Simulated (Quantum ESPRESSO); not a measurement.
# Al3ZnO5F: input and log of a self-consistent run

Simulated, not a measurement. The program is pw.x of Quantum ESPRESSO 7.5 (plane-wave density functional theory). The cell is made up: 10 atoms on a corundum lattice, with randomly drawn elements, strain and displacements, not relaxed. PseudoDojo standard norm-conserving files (v0.5 for PBE, v0.4.1 for LDA and PBEsol) set the functional; there is no spin polarisation, spin-orbit coupling or dispersion term, and the masses in the input are unused placeholders.

Input:

```
&control calculation='scf', pseudo_dir='./dojo.nc.sr.pbe.v0_5.standard.upf', outdir='./o', disk_io='low', tprnfor=.true., tstress=.true. /
&system ibrav=0, nat=10, ntyp=4, nbnd=39, ecutwfc=84.00895049, nosym=.true., tot_charge=0,
 occupations='smearing', smearing='fd', degauss=0.0018374661
/
&electrons conv_thr=7.350e-09, electron_maxstep=60, /
ATOMIC_SPECIES
Al 1.0 Al.upf
F 1.0 F.upf
O 1.0 O.upf
Zn 1.0 Zn.upf
CELL_PARAMETERS angstrom
2.3365 1.3525 4.3342
-2.4813 1.3445 4.4164
-0.0793 -2.8042 4.4093
ATOMIC_POSITIONS angstrom
Al -0.0639 -0.0447 4.7201
Al 0.0271 0.0484 1.9762
Zn -0.1456 -0.0829 8.4532
Al -0.1963 -0.0776 11.1579
O -1.0406 1.3271 7.6882
O -0.8315 -1.556 7.6786
F 1.5416 0.0818 7.7433
O 0.878 -1.4237 5.5405
O 0.6705 1.5463 5.4095
O -1.7939 -0.1072 5.5047
K_POINTS automatic
6 6 6 1 1 1
```

The log is shortened where brackets say so; the opening notice, blank lines, dates and the lines on written files are dropped, and the path of the files is cut. It prints rydbergs, bohrs and kilobars, and counts compression as positive stress. With no partly filled state, the Fermi energy that it prints is only some level between the filled and the empty states on the mesh, and need not lie in the true gap.

```
     Program PWSCF v.7.5
     Parallel version (MPI & OpenMP), running on       4 processor cores
     Number of MPI processes:                 4
     Threads/MPI process:                     1
     [start-up lines left out]
     bravais-lattice index     =            0
     lattice parameter (alat)  =       9.6494  a.u.
     unit-cell volume          =     592.0401 (a.u.)^3
     number of atoms/cell      =           10
     number of atomic types    =            4
     number of electrons       =        66.00
     number of Kohn-Sham states=           39
     kinetic-energy cutoff     =      84.0090  Ry
     charge density cutoff     =     336.0358  Ry
     scf convergence threshold =      7.3E-09
     mixing beta               =       0.7000
     number of iterations used =            8  plain     mixing
     Exchange-correlation= PBE
                           (   1   4   3   4   0   0   0)
     [axes and pseudopotential details left out]
   Cartesian axes
     site n.     atom                  positions (alat units)
         1        Al     tau(   1) = (  -0.0125141  -0.0087540   0.9243772  )
         2        Al     tau(   2) = (   0.0053072   0.0094786   0.3870160  )
         3        Zn     tau(   3) = (  -0.0285141  -0.0162350   1.6554618  )
         4        Al     tau(   4) = (  -0.0384431  -0.0151971   2.1851461  )
         5        O      tau(   5) = (  -0.2037895   0.2598972   1.5056454  )
         6        O      tau(   6) = (  -0.1628397  -0.3047247   1.5037653  )
         7        F      tau(   7) = (   0.3019046   0.0160196   1.5164361  )
         8        O      tau(   8) = (   0.1719462  -0.2788152   1.0850431  )
         9        O      tau(   9) = (   0.1313097   0.3028250   1.0593882  )
        10        O      tau(  10) = (  -0.3513146  -0.0209939   1.0780320  )
     number of k points=   108  Fermi-Dirac smearing, width (Ry)=  0.0018
     Number of k-points >= 100: set verbosity='high' to print them.
     Dense  grid:    61637 G-vectors     FFT dimensions: (  60,  60,  60)
     Estimated max dynamical RAM per process >     216.57 MB
     Estimated total dynamical RAM >     821.13 MB
     Initial potential from superposition of free atoms
     starting charge      65.9925, renormalised to      66.0000
     Starting wfcs are   46 randomized atomic wfcs
     total cpu time spent up to now is       14.9 secs
     per-process dynamical memory:   189.7 Mb
     Self-consistent Calculation
     iteration #  1     ecut=    84.01 Ry     beta= 0.70
     Davidson diagonalization with overlap
     ethr =  1.00E-02,  avg # of iterations =  3.4
     total cpu time spent up to now is       54.4 secs
     total energy              =    -646.64109791 Ry
     estimated scf accuracy    <       2.04745166 Ry
     iteration #  2     ecut=    84.01 Ry     beta= 0.70
     Davidson diagonalization with overlap
     ethr =  3.10E-03,  avg # of iterations =  2.3
     total cpu time spent up to now is       85.5 secs
     total energy              =    -647.23672273 Ry
     estimated scf accuracy    <       1.45802699 Ry
     iteration #  3     ecut=    84.01 Ry     beta= 0.70
     Davidson diagonalization with overlap
     ethr =  2.21E-03,  avg # of iterations =  2.0
     total cpu time spent up to now is      119.4 secs
     total energy              =    -647.50125123 Ry
     estimated scf accuracy    <       0.01729323 Ry
     iteration #  4     ecut=    84.01 Ry     beta= 0.70
     Davidson diagonalization with overlap
     ethr =  2.62E-05,  avg # of iterations =  9.8
     total cpu time spent up to now is      162.3 secs
     total energy              =    -647.50833954 Ry
     estimated scf accuracy    <       0.00658716 Ry
     iteration #  5     ecut=    84.01 Ry     beta= 0.70
     Davidson diagonalization with overlap
     ethr =  9.98E-06,  avg # of iterations =  2.4
     total cpu time spent up to now is      194.0 secs
     total energy              =    -647.50907117 Ry
     estimated scf accuracy    <       0.00096323 Ry
     iteration #  6     ecut=    84.01 Ry     beta= 0.70
     Davidson diagonalization with overlap
     ethr =  1.46E-06,  avg # of iterations =  4.1
     total cpu time spent up to now is      230.5 secs
     total energy              =    -647.50913793 Ry
     estimated scf accuracy    <       0.00010844 Ry
     iteration #  7     ecut=    84.01 Ry     beta= 0.70
     Davidson diagonalization with overlap
     ethr =  1.64E-07,  avg # of iterations =  2.0
     total cpu time spent up to now is      265.6 secs
     total energy              =    -647.50916866 Ry
     estimated scf accuracy    <       0.00000441 Ry
     iteration #  8     ecut=    84.01 Ry     beta= 0.70
     Davidson diagonalization with overlap
     ethr =  6.68E-09,  avg # of iterations =  2.8
     total cpu time spent up to now is      302.4 secs
     total energy              =    -647.50916929 Ry
     estimated scf accuracy    <       0.00000253 Ry
     iteration #  9     ecut=    84.01 Ry     beta= 0.70
     Davidson diagonalization with overlap
     ethr =  3.83E-09,  avg # of iterations =  2.0
     total cpu time spent up to now is      335.7 secs
     total energy              =    -647.50916964 Ry
     estimated scf accuracy    <       0.00000011 Ry
     iteration # 10     ecut=    84.01 Ry     beta= 0.70
     Davidson diagonalization with overlap
     ethr =  1.64E-10,  avg # of iterations =  2.0
     total cpu time spent up to now is      373.0 secs
     total energy              =    -647.50916968 Ry
     estimated scf accuracy    <       0.00000001 Ry
     iteration # 11     ecut=    84.01 Ry     beta= 0.70
     Davidson diagonalization with overlap
     ethr =  1.68E-11,  avg # of iterations =  2.1
     total cpu time spent up to now is      405.7 secs
     End of self-consistent calculation
     Number of k-points >= 100: set verbosity='high' to print the bands.
     the Fermi energy is    12.2502 ev
!    total energy              =    -647.50916968 Ry
     estimated scf accuracy    <          4.9E-09 Ry
     smearing contrib. (-TS)   =       0.00000000 Ry
     internal energy E=F+TS    =    -647.50916968 Ry
     The total energy is F=E-TS. E is the sum of the following terms:
     one-electron contribution =    -437.03302822 Ry
     hartree contribution      =     259.65559989 Ry
     xc contribution           =    -105.81007024 Ry
     ewald contribution        =    -364.32167111 Ry
     convergence has been achieved in  11 iterations
     Forces acting on atoms (cartesian axes, Ry/au):
     atom    1 type  1   force =     0.02100618    0.07641608    0.02702547
     atom    2 type  1   force =     0.00213081    0.03687274   -0.05074260
     atom    3 type  4   force =    -0.06499489    0.02576718    0.03901513
     atom    4 type  1   force =     0.06238995   -0.06330972   -0.02936597
     atom    5 type  3   force =    -0.07420733    0.09554354   -0.05083278
     atom    6 type  3   force =    -0.08611721   -0.13547932   -0.05350342
     atom    7 type  2   force =     0.12995939   -0.01746685   -0.07353817
     atom    8 type  3   force =    -0.08300617    0.04108017    0.02486401
     atom    9 type  3   force =     0.05647568   -0.10209122    0.09566039
     atom   10 type  3   force =     0.03636359    0.04266739    0.07141795
     Total force =     0.367125     Total SCF correction =     0.000040
     Computing stress (Cartesian axis) and pressure
          total   stress  (Ry/bohr**3)                   (kbar)     P=      176.11
   0.00112570   0.00021572   0.00014784          165.60       31.73       21.75
   0.00021572   0.00145417   0.00024142           31.73      213.92       35.51
   0.00014784   0.00024142   0.00101166           21.75       35.51      148.82
     init_run     :     13.68s CPU     14.67s WALL (       1 calls)
     electrons    :    385.83s CPU    390.82s WALL (       1 calls)
     forces       :      5.05s CPU      5.17s WALL (       1 calls)
     stress       :     16.54s CPU     16.75s WALL (       1 calls)
     [timing details left out]
     PWSCF        :   7m 1.60s CPU   7m 8.30s WALL
     JOB DONE.
```

In other units: free energy -8809.811 eV for the cell, pressure 17.61 GPa, largest force component 3.483 eV/Å. A rerun of this cell at a cutoff of 1437 eV and k mesh 8 x 8 x 8 moved values by no more than 0.003 eV in energy, 0.03 GPa in stress and 0.002 eV/Å in force.